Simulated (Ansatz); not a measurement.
SiB2W2:
```
SiB2W2
1.0
    1.52381    -5.58932     0.00000
    1.52381     5.58932     0.00000
    0.00000     0.00000     3.11808
Si W B
1 2 2
Direct
  0.00000   0.00000   0.00000
  0.36350   0.63650   0.50000
  0.63650   0.36350   0.50000
  0.20626   0.79374   0.00000
  0.79374   0.20626   0.00000
```

Relaxed with PBEsol. Special points in fractions of this cell's reciprocal vectors: Γ (0.000, 0.000, 0.000); Y (-0.500, 0.500, 0.000); C0 (-0.269, 0.731, 0.000); Σ0 (0.269, 0.269, 0.000); Z (0.000, 0.000, 0.500); A0 (0.269, 0.269, 0.500); E0 (-0.269, 0.731, 0.500); T (-0.500, 0.500, 0.500); S (0.000, 0.500, 0.000); R (0.000, 0.500, 0.500).

Task: List the band energies nearest the Fermi level at these points for PBEsol in the plane-wave PAW code Ansatz.

Result: In eV from the Fermi level; about four levels below and three above (degenerate sets whole), none deeper than 8.9 eV; points with the same levels are listed once.

```tsv
k	below	above
Γ	-4.30 -4.19 -0.70 -0.11	0.78 1.16 1.29
Y	-4.42 -4.01 -1.49 -0.71	0.55 1.44 1.83
C0	-4.24 -4.09 -0.49 -0.10	0.45 1.30 2.82
Z	-2.56 -2.24 -1.96 -0.44	0.77 1.18 2.04
A0	-5.46 -4.60 -1.16 -0.67	0.05 0.19 3.01
T	-4.29 -1.94 -1.61 -1.39	2.05 2.25 2.63
S	-4.41 -4.20 -3.87 -0.44	0.06 0.23 1.00
R	-5.26 -4.61 -1.14 -0.65	0.07 0.28 3.07
```

Space group Cmmm. The start of the workflow was typed in or built on a structure type; neither database checked (COD, Materials Project) lists it. Whether it is the stable phase at ambient conditions was not checked. Symmetry was held in the PBEsol relaxation; its stability against distortions is not shown here. The run is not spin-polarised. Spin–orbit coupling is left out wherever it is not named.

Potentials: the earlier of the program's two PAW sets. The files were generated under PBE; for other functionals the program regenerates the frozen cores, and for LDA and PBEsol the local potential too.
